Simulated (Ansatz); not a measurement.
Crystals of one structure type (zinc blende) and one family of elements, relaxed and computed with r²SCAN in the plane-wave PAW code Ansatz.

| crystal | gap (eV) | electron conductivity mass (mₑ) |
|---|---|---|
| CdSe | 1.04 | 0.093 |
| CdTe | 1.16 | ? |
| CdS | 1.54 | 0.15 |
| ZnSe | 1.87 | 0.12 |
| ZnS | 2.70 | 0.19 |

**Question.** Fit a straight line to ln m* against ln E_g and predict the withheld value.

**Answer.** Least squares on the 4 shown rows: ln m* = 0.67 × ln E_g + (-2.363), with a scatter of 13 %. For CdTe this gives 0.10. The run itself gave 0.090, within the scatter.

All cells were relaxed under the symmetry of their starts (and spin orders); stability against distortions was not tested throughout. Spin–orbit coupling is left out wherever it is not named.

Potentials: the later of the program's two PAW sets.
